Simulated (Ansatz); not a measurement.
Pt (fcc (Cu type)), relaxed with LDA (Ansatz, an electronic-structure program, plane waves, PAW): a = 3.894 Å, b = 3.894 Å, c = 3.894 Å, α = 90.00°, β = 90.00°, γ = 90.00°.

| Item | Value |
|---|---|
| B₀ by P(V) fit (GPa) | 307 |
| K_Hill (GPa) | 307 |
| G_Hill (GPa) | 75.5 |
| Θ_D (K) | 254 |

The same phase is relaxed and computed with PBE in the same code. What are the cell and these values now?

a = b = c = 3.970 Å, α = β = γ = 90.00°.

B₀ by P(V) fit (GPa): 248
K_Hill (GPa): 248
G_Hill (GPa): 60.9
Θ_D (K): 231

All cells were relaxed under the symmetry of their starts (and spin orders); stability against distortions was not tested throughout. Rows with no word on spin ran without spin polarisation. Scalar-relativistic: spin–orbit coupling is off unless named, which matters more the heavier the elements.

Potentials: the later of the program's two PAW sets.

Ansatz is a plane-wave DFT program.
